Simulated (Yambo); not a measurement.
A G0W0@LDA run in Yambo for SrNiF6 (space group R-3m, No. 166) (2×2×2 Γ-centred k mesh, bands 5 to 156 and a 7 Ry block in the screening, 156 bands in G with the Bruneval-Gonze terminator, plasmon pole fitted at 27.2 eV) gives these matrix elements, in eV, at the band edges (F → Γ):

```json
[
 {"state": "valence edge", "E0": "0.000", "<Vxc>": "-27.852", "<Σx>": "-36.611", "<Σc(E0)>": "7.215", "Z": "0.745"},
 {"state": "conduction edge", "E0": "1.136", "<Vxc>": "-28.667", "<Σx>": "-23.715", "<Σc(E0)>": "-2.806", "Z": "0.750"}
]
```

Q: Solve the linearised quasiparticle equation for both states, give the gap, and say how exchange and correlation each act on it.

A: E = E0 + Z(Σx + Σc − Vxc). Valence: 0.000 + 0.745 × (-36.611 + (7.215) − (-27.852)) = -1.15 eV. Conduction: 1.136 + 0.750 × (-23.715 + (-2.806) − (-28.667)) = 2.74 eV. The gap is 3.90 eV, against 1.14 eV in LDA. Replacing Vxc by bare exchange alone would open it by 13.71 eV; correlation takes back 10.02 eV of that, and Z scales what is left. Nearest settings tried, and what they do to the gap: 106 bands in G: +7 meV; 106 bands in W, 106 bands in G: +14 meV; 6 Ry block (177 vectors against 213): +55 meV. Not varied: mesh. So the settings aren't converged at that level. The k mesh is coarse. The 3d shell has no Hubbard U; the runs are without spin polarisation, and magnetic order was not tried.

Geometry of the Materials Project entry, not relaxed at this level; primitive cell a = b = c = 4.6561 Å, α = β = γ = 99.44°.
